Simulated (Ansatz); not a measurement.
TiSi$_{2}$ in space group Cmcm (No. 63; Ti on 4c, Si on 4c, Si on 4c) at seven volumes, PBE (plane waves, PAW; program Ansatz), shape and atoms relaxed at each. One row is withheld.

```json
[
 {"V (Å³/atom)": "13.056", "P (GPa)": "14.52"},
 {"V (Å³/atom)": "13.487", "P (GPa)": "?"},
 {"V (Å³/atom)": "13.917", "P (GPa)": "4.07"},
 {"V (Å³/atom)": "14.348", "P (GPa)": "0.00"},
 {"V (Å³/atom)": "14.778", "P (GPa)": "-3.47"},
 {"V (Å³/atom)": "15.209", "P (GPa)": "-6.48"},
 {"V (Å³/atom)": "15.639", "P (GPa)": "-9.03"}
]
```

### Question
Fit the shown pressures and predict the withheld one.

### Answer
P = (3/2)B₀(x^(7/2) − x^(5/2))[1 + (3/4)(B′ − 4)(x − 1)] with x = (V₀/V)^(2/3). Least squares on the six rows gives V₀ = 14.348 Å³/atom, B₀ = 126 GPa, B′ = 4.27. At V = 13.487, x = 1.0421 and P = 8.90 GPa. The run itself gave 8.88 GPa.

The cell was relaxed with PBE under the symmetry of its start; of distortions, only those at the zone centre were tested. No spin polarisation was allowed.

Potentials: the later of the program's two PAW sets.
